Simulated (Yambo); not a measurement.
One stored BSE kernel of dimension 2304 for Rb$_{2}$KRhF$_{6}$ (space group Fm-3m, No. 225) (Yambo, PBEsol bands; 4×4×4 mesh, 12 valence and 3 conduction bands, static screening with 110 bands and a 3 Ry block, scissor 3.78 eV, Tamm-Dancoff; broadening 0.15 eV; field along x), solved in several ways.

| solver | iterations | largest change of Im ε (% of its maximum) | rough time |
|---|---|---|---|
| Haydock, threshold 2 % | 8 | 27 | within a factor of two |
| Haydock, threshold 0.5 % | 15 | 3.7 | within a factor of two |
| Haydock, threshold 0.1 % | 28 | 1.2 | within a factor of two |
| Haydock, threshold 0.005 % | 62 | 0.0 | 1 |
| SLEPc, lowest 10 states | – | no full spectrum | about 3× |
| SLEPc, lowest 60 states | – | no full spectrum | within a factor of two |
| full diagonalisation | – | reference | about 4× |

Haydock gives the spectrum without eigenstates, SLEPc the lowest states alone, full diagonalisation everything at a cost that grows as the cube of the dimension. Times include reading the kernel. Times are rough ratios from shared machines. Mesh and scissor weren't tested; the rows compare only with each other.

Spin-orbit coupling is not included.

Geometry of the Materials Project entry, not relaxed at this level; primitive cell a = 6.4244 Å, b = 6.4244 Å, c = 6.4244 Å, α = 60.00°, β = 60.00°, γ = 60.00°.
